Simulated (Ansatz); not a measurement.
AlCo (CsCl type, Pm-3m) at seven volumes, PBE (plane waves, PAW; program Ansatz), scaled uniformly. One row is withheld.

```json
[
 {"V (Å³/atom)": "10.552", "P (GPa)": "20.67"},
 {"V (Å³/atom)": "10.900", "P (GPa)": "12.65"},
 {"V (Å³/atom)": "11.248", "P (GPa)": "5.83"},
 {"V (Å³/atom)": "11.596", "P (GPa)": "0.00"},
 {"V (Å³/atom)": "11.944", "P (GPa)": "?"},
 {"V (Å³/atom)": "12.292", "P (GPa)": "-9.21"},
 {"V (Å³/atom)": "12.640", "P (GPa)": "-12.83"}
]
```

### Question
Fit the shown pressures and predict the withheld one.

### Answer
P = (3/2)B₀(x^(7/2) − x^(5/2))[1 + (3/4)(B′ − 4)(x − 1)] with x = (V₀/V)^(2/3). Least squares on the six rows gives V₀ = 11.596 Å³/atom, B₀ = 179 GPa, B′ = 4.28. At V = 11.944, x = 0.9805 and P = -4.97 GPa. The run itself gave -4.97 GPa.

Symmetry was held in the PBE relaxation. The workflow began spin-polarised and lost its moments. The cell computed holds one magnetic atom, so no antiferromagnetic order was within reach.

Potentials: the earlier of the program's two PAW sets.
